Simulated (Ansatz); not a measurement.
# How far is PAW off for TaN?

```yaml
crystal:
  lattice:
    - [5.19600, 0.00000, 0.00000]
    - [-2.59800, 4.49987, 0.00000]
    - [0.00000, 0.00000, 2.96922]
  atoms:
    - { symbol: Ta, position: [0.33333, 0.66667, 0.50000] }
    - { symbol: Ta, position: [0.66667, 0.33333, 0.50000] }
    - { symbol: Ta, position: [0.00000, 0.00000, 0.00000] }
    - { symbol: N, position: [0.39285, 0.00000, 0.00000] }
    - { symbol: N, position: [0.60715, 0.60715, 0.00000] }
    - { symbol: N, position: [0.00000, 0.39285, 0.00000] }
```

Atom numbers follow the list: Ta1, Ta2, Ta3, N4, N5, N6.

The cell comes from COD entry 2106407, which wasn't checked; take it as a given geometry. The listed cell was then made from it by scaling, straining or moving an atom.

No spin–orbit coupling, which matters for the heavy atoms here.

Levels of theory: DFT, PBEsol, PAW with Ansatz's default frozen-core files, scalar-relativistic (Ansatz 0.2.0); DFT, PBEsol, all-electron PAW with datasets made for the crystal, scalar-relativistic (Ansatz 0.2.0); DFT, PBEsol, all-electron LAPW, scalar-relativistic (Ansatz 0.2.0).

For PAW: a Γ-centred 6×6×9 k mesh, Fermi–Dirac smearing of 0.01 eV, cutoff 420 eV, no spin polarisation; the PAW files were made with PBE, and the program remakes their frozen cores for this functional. The crystal-made all-electron datasets (AE datasets) take a cutoff of 520 eV at this cell. LAPW targets a basis error of 1 meV/atom. The Ansatz runs share mesh, smearing and spin set-up. Plane-wave (PAW) pressures include the program's estimate of the Pulay term.

Stress and pressure are positive in compression.

Spin–orbit coupling is left out, which moves gradients at and beside heavy atoms by some per cent and at worst by a factor of two.

In a metal, gradients converge slowly with the k mesh: the values move by tens of per cent from one mesh to another, at times in sign, so only the comparison on one mesh counts.

| quantity | PAW | AE datasets | LAPW |
| --- | --- | --- | --- |
| pressure (GPa) | -9.98 | -9.93 | -9.93 |
| stress xx (GPa) | -6.56 | -6.54 | -6.54 |
| stress zz (GPa) | ? | -16.71 | -16.71 |
| force on N4, x (eV/Å) | ? | 0.021 | 0.021 |
| field gradient Vzz at Ta1 (10²¹ V/m²) | ? | -16.05 | – |
| field gradient Vzz at Ta3 (10²¹ V/m²) | 16.87 | 13.87 | – |
| field gradient Vzz at N4 (10²¹ V/m²) | -1.59 | -1.55 | – |

(1) What belongs in the row "stress zz (GPa)", column "PAW"?

(2) What belongs in the row "field gradient Vzz at Ta1 (10²¹ V/m²)", column "PAW"?

(3) Fill in "PAW" for the row "force on N4, x (eV/Å)".

Answers

(1) -16.82.

(2) -17.66.

(3) 0.035.
